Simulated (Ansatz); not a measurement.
Na:
```
CELL_PARAMETERS angstrom
     -2.08551     2.08551     2.08551
      2.08551    -2.08551     2.08551
      2.08551     2.08551    -2.08551
ATOMIC_POSITIONS crystal
  Na 0.00000 0.00000 0.00000
```

Relaxed with PBEsol. Special points in fractions of this cell's reciprocal vectors: Γ (0.000, 0.000, 0.000); H (0.500, -0.500, 0.500); N (0.000, 0.000, 0.500); P (0.250, 0.250, 0.250).

List the band energies nearest the Fermi level at these points for PBEsol in the plane-wave PAW code Ansatz.

In eV from the Fermi level; about four levels below and three above (degenerate sets whole), none deeper than 8.9 eV; … stands for higher levels left out; points with the same levels are listed once.

```
k  below              above
-  -----  -----------------
Γ  -3.29  11.88 11.88 11.88
H      –        4.57 4.57 …
N      –     0.78 1.28 8.31
P      –     2.76 2.76 2.76
```

Space group Im-3m (bcc (W type)). The cell was relaxed with PBEsol under the symmetry of its start.

Potentials: the later of the program's two PAW sets.
